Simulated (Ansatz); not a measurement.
**Computed properties of V$_{3}$Sb**

V3Sb:
```
CELL_PARAMETERS angstrom
      4.90463     0.00000     0.00000
      0.00000     4.90463     0.00000
      0.00000     0.00000     4.90463
ATOMIC_POSITIONS crystal
  Sb 0.00000 0.00000 0.00000
  Sb 0.50000 0.50000 0.50000
  V  0.25000 0.00000 0.50000
  V  0.50000 0.75000 0.00000
  V  0.75000 0.00000 0.50000
  V  0.50000 0.25000 0.00000
  V  0.00000 0.50000 0.75000
  V  0.00000 0.50000 0.25000
```

Space group Pm-3n (No. 223), A15 (Cr3Si type); conventional cell a = 4.905 Å, b = 4.905 Å, c = 4.905 Å, α = 90.00°, β = 90.00°, γ = 90.00°.

Method: the program Ansatz at the r²SCAN level (PAW). The cell and atoms are relaxed at this level. Other levels are named where they apply.

Cell and energy:

| Item | Result |
|---|---|
| Volume per atom | 14.75 Å³ |
| Density | 7.73 g/cm³ |
| Formation energy from the elements (no fitted shifts) | -0.28 eV/atom |

Electronic structure:

| Property | Result |
|---|---|
| Electronic character | metallic (no gap) |
| Density of states at the Fermi level | 0.38 states/eV per atom (mean over ±0.08 eV) |
| Gap with spin–orbit coupling | none (metallic) |

Magnetism:

| Quantity | Result |
|---|---|
| Magnetic order | non-magnetic (starting moments vanished) |

Mechanics:

| Quantity | Result |
|---|---|
| Bulk modulus (Birch–Murnaghan fit) | 186 GPa |
| Pressure derivative B′ | 4.3 |

Charges:

| Quantity | Value |
|---|---|
| Bader charges | Sb -1.36, V +0.45 e |

The workflow started from an entry of the Crystallography Open Database (COD). Whether it is the stable phase at ambient conditions was not checked. The cell was relaxed with r²SCAN under the symmetry of its start; its stability against distortions is not shown here. The workflow began spin-polarised and lost its moments. The references are the lowest solids computed at this level, not always the standard phases. Spin–orbit coupling is left out wherever it is not named.

Potentials: the later of the program's two PAW sets.
